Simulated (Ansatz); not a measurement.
ZrC in space group Pm-3m (No. 221; Zr on 3c, C on 3d) under volume change, PBEsol (plane waves, PAW; program Ansatz), scaled uniformly.

```
V (Å³/atom)  E − E(relaxed) (meV/atom)  P (GPa)
-----------  -------------------------  -------
14.515                            70.1    16.80
14.994                            29.7    10.40
15.473                             7.1     4.85
15.951                             0.0     0.00
16.430                             ___      ___
16.908                             ___      ___
17.387                            53.3   -11.11
```

Q: Fill in the missing entries.

A: 
- 16.908, E − E(relaxed) (meV/atom): 24.8
- 16.908, P (GPa): -7.92
- 16.430, E − E(relaxed) (meV/atom): 6.5
- 16.430, P (GPa): -4.24

Q: What does a third-order Birch–Murnaghan fit give for V₀, B₀ and B′?

A: V₀ = 15.95 Å³/atom, B₀ = 151 GPa, B′ = 3.6.

The start of the workflow was typed in or built on a structure type; neither database checked (COD, Materials Project) lists it. It is not the phase usual at ambient conditions (space group No. 225). The cell was relaxed with PBEsol under the symmetry of its start. At this level the phase is dynamically unstable (imaginary phonons). The run is not spin-polarised. Its formation energy is positive at this level, so the cell may be metastable or incomplete.

Potentials: the earlier of the program's two PAW sets. The files were generated under PBE; for other functionals the program regenerates the frozen cores, and for LDA and PBEsol the local potential too.
